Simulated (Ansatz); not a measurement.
**Harmonic thermodynamics of Mg₅ZnO₆**

Level of theory: DFT PBE, scalar-relativistic, plane waves, PAW in Ansatz 0.2.0. Cutoff 420 eV, 8×8×2 k-points (Γ-centred), fixed occupations. No spin polarisation. Phonons by linear response, acoustic sum rule imposed.

Relaxed structure:
```cif
data_structure
_symmetry_space_group_name_H-M 'P-4m2'
_symmetry_Int_Tables_number 115
_cell_length_a 3.2684
_cell_length_b 3.2684
_cell_length_c 13.7727
_cell_angle_alpha 90.000
_cell_angle_beta 90.000
_cell_angle_gamma 90.000
_cell_volume 147.13
loop_
_atom_site_label
_atom_site_type_symbol
_atom_site_symmetry_multiplicity
_atom_site_Wyckoff_symbol
_atom_site_fract_x
_atom_site_fract_y
_atom_site_fract_z
_atom_site_occupancy
Mg1 Mg 1 a 0.00000 0.00000 0.00000 1
Mg2 Mg 2 f 0.50000 0.50000 0.16694 1
Mg3 Mg 2 e 0.00000 0.00000 0.33398 1
Zn1 Zn 1 c 0.50000 0.50000 0.50000 1
O1 O 2 g 0.50000 0.00000 0.08347 1
O2 O 2 g 0.00000 0.50000 0.25044 1
O3 O 2 g 0.50000 0.00000 0.41562 1
```

It was reached by relaxing an invented guess, and it needn't be the stable form of this composition. The q mesh is coarse, so values between its points are rough.

Force constants from linear response on a 2×2×1 q mesh, interpolated to a fine mesh.

(1) How much zero-point energy does an atom carry?

(2) How large are the vibrational entropy and heat capacity at 300 K?

(3) Tabulate them against temperature.

Results:

(1) 69.1 meV.

(2) S = 2.02 k_B and C_V = 2.27 k_B per atom, 76 % of the Dulong–Petit value.

(3)
```csv
T (K),F_vib (meV/atom),S (k_B/atom),C_V (k_B/atom)
100,68.1,0.38,0.73
200,61.4,1.21,1.72
300,47.4,2.02,2.27
400,26.9,2.72,2.55
500,0.9,3.30,2.70
600,-29.8,3.80,2.78
700,-64.5,4.24,2.84
800,-102.6,4.62,2.87
900,-143.9,4.96,2.90
1000,-188.0,5.26,2.92
```
